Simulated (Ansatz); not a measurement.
Ansatz input

```yaml
crystal:
  lattice:
    - [14.0, 0.0, 0.0]
    - [0.0, 14.4, 0.0]
    - [0.0, 0.0, 14.8]
  atoms:
    - { symbol: B, position: [0.5, 0.5, 0.5], spin: 1.0 }
  symmetry: { detect: false, time_reversal: true }
hamiltonian:
  xc: mr2scan
  pseudopotentials:
    kind: paw
    azcp:
      B: "pseudopotentials/B.paw.azcp"
basis:
  ecutwfc: 500
  fft_grid_basis: typed
kpoints:
  mp_grid: { grid: [1, 1, 1], shift: [0, 0, 0] }
magnetization:
  spin_polarized: true
scf:
  occupations: { method: fermi_dirac, width: 0.01 }
```

Terminal output

```
Engine: ansatz 0.2.0, aarch64-unknown-linux-gnu
Pseudopotentials: kind: paw
Pseudopotential: B, paw, valence charge 3, recommended cutoff 500 eV (meta_gga) 
Functional definition: m-r2SCAN
  exchange = m_r2scan_x
  correlation = m_r2scan_c
Crystal: 1 atoms, lattice volume = 2983.680 Å³
Basis set: ecut = 500 eV, 75747 PW (Γ), exchange–correlation on 432×432×432 points (64 copies of the dense FFT grid, shifted against one another)
Bands: 6, of which v1, the nominal top of the filled ones, is band 2 counted from 1 (1 counted from 0)
Symmetry: 1 space group operations
k-points: 1
Non-local potential: B, projectors of the file, l = 0: 2, l = 1: 2, l = 2: 1
PAW form: soft (Blöchl's): semilocal exchange-correlation on the pseudo side does not see the compensation charge
PAW frozen core: B, regenerated for the run's functional (the file was generated under x = pbe(κ = 0.804, μ = 0.2195149727645171), c = pbe(β = 0.06672455060314922))
PAW one-centre angular grid: B, 302 points (default); XC on 160 Gauss nodes
Initial density: superposition of atomic densities (neutral atoms: chi_scale 0, normalization atom)
Starting moments: Σ|m| = 1 μB on 1 of 1 site
Initial wavefunctions: pseudopotential atomic-orbital guess
Functional: x = mr2scan, c = mr2scan; τ floored in thin density (d = 2e-4 eV/Å³)
iter 1 solved again at ethr=1.02e-4 eV; its pass at ethr=3.10e-3 eV (dr2=3.07e-3 eV) is discarded
SCF iter   1: F=—  HF=-149.611586 eV  |F-HF|=—  |Δ(HF+E_count)|=         —  Δρ=4.47e-4 (↑4.47e-4 ↓3.04e-4)  dr2=3.33e-3  dr2_τ=4.41e-3  dr2_m=3.31e-3  M=1.000 μB ∫|m|=1.000 μB  β_m=0.30  ethr=1.02e-4  ⟨swp⟩=3.0  Hψ=128  notcnv=0
spin=Collinear: Resta preconditioning applied to the charge; magnetization (m = ρ↑ − ρ↓) channel mixes plain (no charge-response kernel on spin).
SCF iter   2: F=—  HF=-149.625497 eV  |F-HF|=—  |Δ(HF+E_count)|=   1.39e-2  Δρ=3.26e-4 (↑3.26e-4 ↓2.35e-4)  dr2=1.19e-3  dr2_τ=3.98e-5  dr2_m=1.95e-3  M=1.000 μB ∫|m|=1.000 μB  β_m=0.30  ethr=1.02e-4  ⟨swp⟩=2.5  Hψ=22  notcnv=0  κ⁻¹=1.0e0(r=1)
spin-set hold released at iteration 2 (site moments show no strong build): the magnetisation degrees of freedom join the quasi-Newton model from the next iteration; the mixer history was kept
SCF iter   3: F=—  HF=-149.629300 eV  |F-HF|=—  |Δ(HF+E_count)|=   3.80e-3  Δρ=1.84e-4 (↑1.84e-4 ↓1.83e-4)  dr2=1.58e-5  dr2_τ=2.07e-5  dr2_m=9.17e-4  M=1.000 μB ∫|m|=1.000 μB  β_m=1.20  ethr=3.97e-5  ⟨swp⟩=3.5  Hψ=30  notcnv=0  κ⁻¹=2.0e-1(r=2)
SCF iter   4: F=—  HF=-149.634011 eV  |F-HF|=—  |Δ(HF+E_count)|=   4.71e-3  Δρ=1.22e-4 (↑1.22e-4 ↓3.28e-5)  dr2=4.17e-4  dr2_τ=3.38e-6  dr2_m=1.06e-4  M=1.000 μB ∫|m|=1.000 μB  β_m=1.20  ethr=5.28e-7  ⟨swp⟩=5.0  Hψ=46  notcnv=0  κ⁻¹=1.3e-1(r=3)
SCF iter   5: F=—  HF=-149.634953 eV  |F-HF|=—  |Δ(HF+E_count)|=   9.42e-4  Δρ=9.51e-4 (↑9.51e-4 ↓3.33e-5)  dr2=2.43e-2  dr2_τ=1.03e-4  dr2_m=5.78e-3  M=1.000 μB ∫|m|=1.000 μB  β_m=1.20  ethr=5.28e-7  ⟨swp⟩=2.0  Hψ=31  notcnv=0  defer=1  κ⁻¹=2.1e-2(r=4)
SCF iter   6: F=—  HF=-149.634014 eV  |F-HF|=—  |Δ(HF+E_count)|=   9.39e-4  Δρ=1.20e-4 (↑1.20e-4 ↓6.55e-6)  dr2=3.89e-4  dr2_τ=1.68e-6  dr2_m=9.33e-5  M=1.000 μB ∫|m|=1.000 μB  β_m=1.20  ethr=5.28e-7  ⟨swp⟩=2.5  Hψ=19  notcnv=0  defer=1  κ⁻¹=9.6e-2(r=4)
SCF iter   7: F=—  HF=-149.634006 eV  |F-HF|=—  |Δ(HF+E_count)|=   8.24e-6  Δρ=7.81e-5 (↑7.81e-5 ↓5.95e-6)  dr2=1.63e-4  dr2_τ=7.21e-7  dr2_m=3.95e-5  M=1.000 μB ∫|m|=1.000 μB  β_m=1.20  ethr=5.28e-7  ⟨swp⟩=1.0  Hψ=11  notcnv=0  defer=1  κ⁻¹=1.7e-1(r=4)
...
SCF iter  44: F=—  HF=-149.787497 eV  |F-HF|=—  |Δ(HF+E_count)|=   3.60e-6  Δρ=7.91e-7 (↑7.50e-7 ↓7.91e-7)  dr2=9.55e-9  dr2_τ=1.73e-10  dr2_m=1.20e-8  M=1.000 μB ∫|m|=1.012 μB  ethr=3.33e-9  ⟨swp⟩=28.5  Hψ=215  notcnv=0
SCF iter  45: F=—  HF=-149.787504 eV  |F-HF|=—  |Δ(HF+E_count)|=   6.33e-6  Δρ=1.36e-6 (↑1.36e-6 ↓1.07e-6)  dr2=1.23e-8  dr2_τ=6.98e-10  dr2_m=3.50e-8  M=1.000 μB ∫|m|=1.012 μB  ethr=3.18e-10  ⟨swp⟩=11.0  Hψ=94  notcnv=0
SCF iter  46: F=—  HF=-149.787532 eV  |F-HF|=—  |Δ(HF+E_count)|=   2.86e-5  Δρ=2.68e-6 (↑1.63e-6 ↓2.68e-6)  dr2=7.02e-8  dr2_τ=1.26e-9  dr2_m=1.06e-7  M=1.000 μB ∫|m|=1.012 μB  ethr=3.18e-10  ⟨swp⟩=19.0  Hψ=127  notcnv=0
SCF iter  47: F=—  HF=-149.787562 eV  |F-HF|=—  |Δ(HF+E_count)|=   2.93e-5  Δρ=2.99e-6 (↑2.99e-6 ↓1.93e-6)  dr2=1.96e-7  dr2_τ=2.04e-9  dr2_m=1.18e-7  M=1.000 μB ∫|m|=1.012 μB  ethr=3.18e-10  ⟨swp⟩=18.0  Hψ=127  notcnv=0
SCF iter  48: F=—  HF=-149.787566 eV  |F-HF|=—  |Δ(HF+E_count)|=   4.23e-6  Δρ=1.45e-6 (↑1.45e-6 ↓2.47e-7)  dr2=5.59e-8  dr2_τ=3.11e-10  dr2_m=1.52e-8  M=1.000 μB ∫|m|=1.012 μB  ethr=3.18e-10  ⟨swp⟩=3.5  Hψ=69  notcnv=0
SCF iter  49: F=—  HF=-149.787567 eV  |F-HF|=—  |Δ(HF+E_count)|=   8.02e-7  Δρ=9.97e-7 (↑9.97e-7 ↓4.17e-7)  dr2=6.96e-9  dr2_τ=9.61e-11  dr2_m=1.26e-8  M=1.000 μB ∫|m|=1.012 μB  ethr=3.18e-10  ⟨swp⟩=3.5  Hψ=68  notcnv=0
SCF iter  50: F=—  HF=-149.787571 eV  |F-HF|=—  |Δ(HF+E_count)|=   4.65e-6  Δρ=1.08e-6 (↑1.08e-6 ↓1.00e-6)  dr2=3.88e-8  dr2_τ=4.72e-10  dr2_m=1.91e-8  M=1.000 μB ∫|m|=1.012 μB  ethr=2.32e-10  ⟨swp⟩=11.5  Hψ=94  notcnv=0
SCF iter  51: F=—  HF=-149.787583 eV  |F-HF|=—  |Δ(HF+E_count)|=   1.15e-5  Δρ=1.55e-6 (↑1.00e-6 ↓1.55e-6)  dr2=2.85e-8  dr2_τ=3.26e-10  dr2_m=3.68e-8  M=1.000 μB ∫|m|=1.012 μB  ethr=2.32e-10  ⟨swp⟩=18.0  Hψ=119  notcnv=0
SCF iter  52: F=—  HF=-149.787593 eV  |F-HF|=—  |Δ(HF+E_count)|=   1.04e-5  Δρ=1.05e-6 (↑1.05e-6 ↓9.22e-7)  dr2=7.64e-8  dr2_τ=9.95e-10  dr2_m=1.35e-8  M=1.000 μB ∫|m|=1.012 μB  ethr=2.32e-10  ⟨swp⟩=18.0  Hψ=118  notcnv=0
SCF iter  53: F=—  HF=-149.787594 eV  |F-HF|=—  |Δ(HF+E_count)|=   1.01e-6  Δρ=9.93e-7 (↑9.93e-7 ↓2.35e-7)  dr2=3.19e-8  dr2_τ=2.57e-10  dr2_m=6.99e-9  M=1.000 μB ∫|m|=1.012 μB  ethr=2.32e-10  ⟨swp⟩=6.5  Hψ=78  notcnv=0
SCF iter  54: F=—  HF=-149.787595 eV  |F-HF|=—  |Δ(HF+E_count)|=   2.39e-7  Δρ=5.10e-7 (↑5.10e-7 ↓3.00e-7)  dr2=4.80e-9  dr2_τ=4.57e-11  dr2_m=3.48e-9  M=1.000 μB ∫|m|=1.012 μB  ethr=2.32e-10  ⟨swp⟩=1.0  Hψ=34  notcnv=0
SCF iter  55: F=—  HF=-149.787597 eV  |F-HF|=—  |Δ(HF+E_count)|=   1.98e-6  Δρ=5.10e-7 (↑4.78e-7 ↓5.10e-7)  dr2=8.76e-9  dr2_τ=1.61e-10  dr2_m=3.65e-9  M=1.000 μB ∫|m|=1.012 μB  ethr=1.60e-10  ⟨swp⟩=19.5  Hψ=101  notcnv=0
SCF iter  56: F=—  HF=-149.787603 eV  |F-HF|=—  |Δ(HF+E_count)|=   6.88e-6  Δρ=1.12e-6 (↑1.11e-6 ↓1.12e-6)  dr2=9.18e-8  dr2_τ=7.52e-10  dr2_m=1.72e-8  M=1.000 μB ∫|m|=1.012 μB  ethr=1.60e-10  ⟨swp⟩=19.5  Hψ=121  notcnv=0
SCF iter  57: F=—  HF=-149.787604 eV  |F-HF|=—  |Δ(HF+E_count)|=   6.71e-7  Δρ=9.81e-7 (↑9.81e-7 ↓2.06e-7)  dr2=4.01e-8  dr2_τ=3.43e-10  dr2_m=6.19e-9  M=1.000 μB ∫|m|=1.012 μB  ethr=1.60e-10  ⟨swp⟩=3.5  Hψ=72  notcnv=0
SCF iter  58: F=—  HF=-149.787604 eV  |F-HF|=—  |Δ(HF+E_count)|=   1.95e-7  Δρ=4.61e-7 (↑4.61e-7 ↓2.65e-7)  dr2=1.79e-9  dr2_τ=2.67e-11  dr2_m=3.09e-9  M=1.000 μB ∫|m|=1.012 μB  ethr=1.60e-10  ⟨swp⟩=1.0  Hψ=34  notcnv=0
SCF iter  59: F=—  HF=-149.787606 eV  |F-HF|=—  |Δ(HF+E_count)|=   1.44e-6  Δρ=1.28e-6 (↑1.28e-6 ↓6.60e-7)  dr2=1.55e-7  dr2_τ=1.06e-9  dr2_m=6.70e-9  M=1.000 μB ∫|m|=1.012 μB  ethr=5.97e-11  ⟨swp⟩=13.0  Hψ=90  notcnv=0
SCF iter  60: F=—  HF=-149.787606 eV  |F-HF|=—  |Δ(HF+E_count)|=   5.53e-7  Δρ=9.70e-7 (↑9.70e-7 ↓2.58e-7)  dr2=4.01e-8  dr2_τ=3.81e-10  dr2_m=5.67e-9  M=1.000 μB ∫|m|=1.012 μB  ethr=5.97e-11  ⟨swp⟩=5.5  Hψ=77  notcnv=0
SCF iter  61: F=—  HF=-149.787607 eV  |F-HF|=—  |Δ(HF+E_count)|=   3.24e-7  Δρ=5.89e-7 (↑5.89e-7 ↓2.41e-7)  dr2=7.52e-9  dr2_τ=5.71e-11  dr2_m=3.62e-9  M=1.000 μB ∫|m|=1.012 μB  ethr=5.97e-11  ⟨swp⟩=4.5  Hψ=68  notcnv=0
SCF iter  62: F=—  HF=-149.787608 eV  |F-HF|=—  |Δ(HF+E_count)|=   1.54e-6  Δρ=2.40e-6 (↑2.40e-6 ↓9.40e-7)  dr2=4.37e-7  dr2_τ=4.02e-9  dr2_m=2.08e-8  M=1.000 μB ∫|m|=1.012 μB  ethr=5.97e-11  ⟨swp⟩=12.5  Hψ=89  notcnv=0
SCF iter  63: F=—  HF=-149.787608 eV  |F-HF|=—  |Δ(HF+E_count)|=   1.28e-7  Δρ=9.04e-7 (↑9.04e-7 ↓8.69e-8)  dr2=2.20e-8  dr2_τ=9.71e-11  dr2_m=5.50e-9  M=1.000 μB ∫|m|=1.012 μB  ethr=5.97e-11  ⟨swp⟩=2.0  Hψ=46  notcnv=0
```

The calculation hadn't finished when its time ran out.
